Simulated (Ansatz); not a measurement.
# Bi4Te3 (R-3m), work and stress of cleavage

These are results of DFT PBEsol, scalar-relativistic, plane waves, PAW (Ansatz), not measurements. Settings: plane waves to 420 eV, k-mesh 9×9×3 (Γ-centred), Gaussian smearing 0.03 eV. Spin–orbit coupling is left out, which can shift energies with elements as heavy as these. No spin polarisation. Energies are free energies at this smearing, counted from the undisturbed cell; pressure is positive in compression.

The starting cell (relaxed at this level; it needn't be the usual structure):

```
CELL_PARAMETERS angstrom
-4.43809 0.00000 0.00000
-2.21904 -3.84350 0.00000
2.21904 1.28117 13.83582
ATOMIC_POSITIONS crystal
Bi 0.71421 0.71421 0.78973
Bi 0.28579 0.28579 0.50447
Bi 0.14664 0.14664 0.08703
Bi 0.85336 0.85336 0.20717
Te 0.00000 0.00000 0.64710
Te 0.42197 0.42197 0.91300
Te 0.57803 0.57803 0.38120
```

The cut lies on the cell's a–b face, a (0 0 1) plane (indices in the standard cell, whose axes needn't be the Cartesian ones shown) of area 17.06 Å², between layers 2.41 Å apart. Vector c is lengthened by d along the normal with the atoms' Cartesian places fixed: one unrelaxed cut a cell. The traction is positive where the two halves pull on each other.

| d (Å) | energy (J/m²) | traction (GPa) |
| --- | --- | --- |
| 0.00 | 0.000 | 0.00 |
| 0.50 | 0.071 | 2.14 |
| 1.00 | 0.176 | 1.88 |
| 2.00 | 0.298 | 0.64 |
| 3.00 | 0.330 | 0.13 |
| 6.00 | 0.339 | 0.00 |

Task: What are the work of separation and the cleavage stress, and do they fit the universal binding curve?

Result: The energy levels off near W ≈ 0.339 J/m² (the traction is down to 0.00 GPa), the energy of the two unrelaxed faces, 0.170 J/m² each on average. The largest sampled traction is 2.14 GPa at d = 0.50 Å, and a parabola through it and its two neighbours peaks at σ_max ≈ 2.32 GPa, d ≈ 0.70 Å. The curve E = W[1 − (1 + d/ℓ)exp(−d/ℓ)] peaks in traction at d = ℓ with σ_max = W/(eℓ); with 1 J/m² per Å = 10 GPa this W and σ_max give ℓ = 0.54 Å. A parabola through that curve at the same three d peaks at 0.66 Å, against 0.70 Å here, a fair fit. The cut parts unlike faces (Te and Bi); in an ionic crystal that makes them polar, and the energy then depends on the thickness of the slab. Real crystals break at far lower stress, because cracks concentrate it, and on the plane of lowest W, which needn't be this one.

The cut is rigid; relaxing the faces lowers these energies and usually the stresses.

Cost: 6 runs of about 7.8 core-minutes in all, on Intel Xeon 6975P-C (Granite Rapids) (shared hosts).